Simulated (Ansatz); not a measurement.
MgV$_{2}$O$_{6}$:
Space group C2/m (No. 12); a = 9.329 Å, b = 3.438 Å, c = 6.785 Å, α = γ = 90.00°, β = 111.60°

```tsv
atom	site	symmetry	x	y	z
Mg	2c	2/m	0.5000	0.5000	0.5000
V	4i	m	0.1951	0.0000	0.1596
O	4i	m	0.1914	0.5000	0.0635
O	4i	m	0.0417	0.0000	0.2267
O	4i	m	0.3488	0.0000	0.3853
```
(The calculation used a cell of 9 atoms; values per cell refer to that cell.)

Relaxed with r²SCAN.

Tabulate the valence density and the electron localisation function along the shortest V–V contact (3.21 Å), r²SCAN (plane waves, PAW; program Ansatz).



```csv
distance from V (Å),density (e/Å³),ELF
0.32,10.90,0.75
0.48,6.23,0.74
0.64,2.71,0.58
0.80,0.95,0.24
0.96,0.41,0.08
1.12,0.29,0.07
1.29,0.26,0.09
1.45,0.26,0.09
1.61,0.27,0.09
1.77,0.26,0.09
1.93,0.26,0.09
2.09,0.29,0.07
2.25,0.41,0.08
2.41,0.95,0.24
2.57,2.71,0.58
2.73,6.23,0.74
2.89,10.90,0.75
```

The density is the valence pseudo-density with augmentation charge, so density and ELF within about 1 Å of a nucleus are not all-electron values.

The first step of the workflow began from a Materials Project structure, measured or hypothetical; the Crystallography Open Database files this formula in space group No. 12, but the cells were not matched. Its standing as an ambient phase is unchecked. Symmetry was held in the r²SCAN relaxation; its stability against distortions is not shown here. The run is not spin-polarised. No Hubbard U is applied.

Potentials: the later of the program's two PAW sets.
